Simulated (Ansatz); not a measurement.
The start is a randomly generated symmetric cell of Mo2N (space group No. 65). Cell shape, volume and atoms are optimised at zero target pressure with r2SCAN (plane waves to 500 eV, PAW, scalar-relativistic; Ansatz, a program for electronic structure). First-step values are on the input's coarse k-mesh.

Ansatz input (later rounds restart from its end on a renewed k-mesh):
Ansatz 0.2 input:
```yaml
crystal:
  lattice:
    - [2.0554654, -2.8040458, 0]
    - [2.0554654, 2.8040458, 0]
    - [0, 0, 3.1006467]
  atoms:
    - { symbol: Mo, position: [0.26122789, 0.26122789, 0] }
    - { symbol: Mo, position: [0.73877211, 0.73877211, 0] }
    - { symbol: N, position: [0, 0, 0.5] }
basis: { ecutwfc: 500, ecutrho_ratio: 4, xc_grid: 4, fft_grid_basis: typed }
kpoints: { mp_grid: { grid: [7, 7, 7] } }
hamiltonian:
  xc: r2scan
  dispersion: none
  pseudopotentials: { kind: paw }
scf: { occupations: { method: fermi_dirac, width: 0.05 } }
relax: { f_tol: 0.01, max_steps: 100, cell: { stress_tol: 0.02 } }
output: { forces: true, stress: true }
```

- Outcome: The space group stays Cmmm (No. 65) (the run could not lower it), with 3 atoms in the primitive cell
- Energy released: about 1.5 eV/atom
- Volume change: +21.4 %, from 11.91 to 14.47 Å³/atom
- Shortest distances (start → end): The closest pairs of elements (up to four, under 3.6 Å), start → end: Mo–N 1.89 → 2.03 Å; Mo–Mo 1.96 → 2.56 Å; N–N 3.10 → 3.15 Å
- Band gap at the end: no gap (metallic)
- Optimiser moves: 21

Final structure:

Space group Cmmm (No. 65); a = 5.199 Å, b = 5.306 Å, c = 3.147 Å, α = β = γ = 90.00°

```tsv
atom	site	symmetry	x	y	z
Mo	4g	2mm	0.2458	0.0000	0.0000
N	2d	mmm	0.5000	0.5000	0.5000
```
(The calculation used a cell of 3 atoms; values per cell refer to that cell.)

Final values are on a 13×13×15 k-mesh of the relaxed cell. The start holds a very short contact (Mo–N 1.89 Å). No spin polarisation in the result. The relaxed primitive cell holds an odd number of electrons. A magnetic state may lie lower.

The run could not lose the symmetry of its start, so the end can be a saddle point.

The relaxed structure here is a generated cell of Mo2N: the first start was made by a random draw of sites in a space group, and the end was not matched to a known phase here, so it may be hypothetical.
